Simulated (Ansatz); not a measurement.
SrHg (CsCl type, space group No. 221) under volume change, plane-wave PAW PBEsol (Ansatz code), scaled uniformly.

```tsv
V (Å³/atom)	E − E(relaxed) (meV/atom)	P (GPa)
27.409	30.8	3.99
28.313	12.9	2.42
29.217	3.0	1.10
30.120	0.0	0.00
31.024	2.7	-0.92
31.927	10.0	-1.68
32.831	21.4	-2.32
```

### Question
What does a third-order Birch–Murnaghan fit give for V₀, B₀ and B′?

### Answer
V₀ = 30.12 Å³/atom, B₀ = 33.4 GPa, B′ = 5.0.

Space group Pm-3m (CsCl type). The workflow started from an entry of the Crystallography Open Database (COD). Its standing as an ambient phase is unchecked. The PBEsol relaxation kept the symmetry of its start; whether a distortion lowers the energy is not shown. Scalar-relativistic: spin–orbit coupling is off unless named, which matters more the heavier the elements.

Potentials: the later of the program's two PAW sets.
